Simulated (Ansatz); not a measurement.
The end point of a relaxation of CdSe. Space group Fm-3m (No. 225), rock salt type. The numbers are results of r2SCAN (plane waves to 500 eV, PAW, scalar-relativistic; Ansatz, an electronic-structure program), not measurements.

```cif
data_Cd4Se4
_chemical_formula_sum 'Cd4 Se4'
_space_group_name_H-M_alt 'Fm-3m'
_space_group_IT_number 225
_space_group_name_Hall '-F 4 2 3'
_cell_length_a 5.68571
_cell_length_b 5.68571
_cell_length_c 5.68571
_cell_angle_alpha 90.000
_cell_angle_beta 90.000
_cell_angle_gamma 90.000
loop_
_atom_site_label
_atom_site_type_symbol
_atom_site_symmetry_multiplicity
_atom_site_Wyckoff_symbol
_atom_site_fract_x
_atom_site_fract_y
_atom_site_fract_z
_atom_site_occupancy
Cd1 Cd 4 a 0.00000 0.00000 0.00000 1
Se1 Se 4 b 0.50000 0.50000 0.50000 1
```
(The calculation used a cell of 2 atoms; values per cell refer to that cell.)

```yaml
volume_per_atom: 22.98 Å³
density: 6.92 g/cm³
band_gap: "no clear gap: the sampled points leave 0.03 eV away from the symmetry points, which may be a band crossing missed between them"
smallest_direct_gap: 1.53 eV at Γ
shortest_distances: Cd–Se 2.84 Å
k-mesh: 14×14×14
```

No spin polarisation in the result.

It was reached from a disturbed copy of a P4/nmm (No. 129) cell, against which it lies -0.36 eV/atom.

The relaxed structure has the type that CdSe is known to take under pressure; here it was relaxed at zero pressure, from a generated start.
